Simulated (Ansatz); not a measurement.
ZnO (wurtzite)

```
ZnO
1.0
    3.27991     0.00000     0.00000
   -1.63996     2.84049     0.00000
    0.00000     0.00000     5.29408
Zn O
2 2
Direct
  0.66667   0.33333   0.00214
  0.33333   0.66667   0.50214
  0.66667   0.33333   0.62306
  0.33333   0.66667   0.12306
```

The slice is a (-1 1 0 2) plane (indices of the conventional cell) through the point (0.333, 0.667, 0.123) (fractional), spanned by u = [110] and v = [1 -1 1] in vectors of this cell: u (3.28 Å) and v (7.77 Å, at 90° to u). It covers one period; positions are fractions (u, v).

Level of theory: PBE (plane waves to 420 eV, PAW, scalar-relativistic; Ansatz, a quantum-chemistry and plane-wave program). k mesh 12×12×6. Inside the PAW spheres the values are not all-electron values, and peaks at nuclei hang on which shells count as valence. The PAW data are Ansatz's earlier set. ZnO was relaxed with its symmetry unable to fall.

Around which element is the density of the highest valence band (whole band, smooth part) largest on this plane?

O. Mean over a disc round each atom, of radius 0.45 times the shortest bond: O 0.132, Zn 0.007 e/Å³.

Around which element is the density of the lowest conduction band (whole band as if filled, smooth part) largest on this plane?

O. Mean over a disc round each atom, of radius 0.45 times the shortest bond: O 0.112, Zn 0.024 e/Å³.

Predict the map of the valence electron density on the slice.


```
|7777665544333344333344556677|
|6666554444445555554444445566|
|5555444444557777775544444455|
|3333334455668899886655443333|
|2222333355779999997755333322|
|1122223344667788776644332222|
|1111112233445566554433221111|
|0000112233334444443333221100|
|0000001122223333332222110000|
|0000001111222222222211110000|
|0000001111222222222211110000|
|0000001111112222221111110000|
|0000111111222222222211111100|
|1111111122223333332222111111|
|2222222233334444443333222222|
|3333333333445555554433333333|
|4444444444556677665544444444|
|5555444444556677665544444455|
|5555554444556666665544445555|
|5555444444445555554444444455|
|4444443333333344333333334444|
|3333332222222222222222223333|
|2222221111111111111111112222|
|1111111111110000001111111111|
|1111111100000000000000111111|
|2211111100000000000000111111|
|2222221111000000000011112222|
|3333332211110000001111223333|
|5555443322110000001122334455|
|6666554433221111112233445566|
|7777665533222211222233556677|
|8877665544332222223344556677|
```
Scale: ten equal steps from -1.67 (start of '0') to 1.49 (end of '9'), in the order '0123456789'. Values: log₁₀ of the valence density in e/Å³. The map has 14 points along u (two characters each, u = 0 at the left) and 32 along v (v = 0 in the bottom row). The scale is logarithmic, as a density can span decades between atoms and voids.
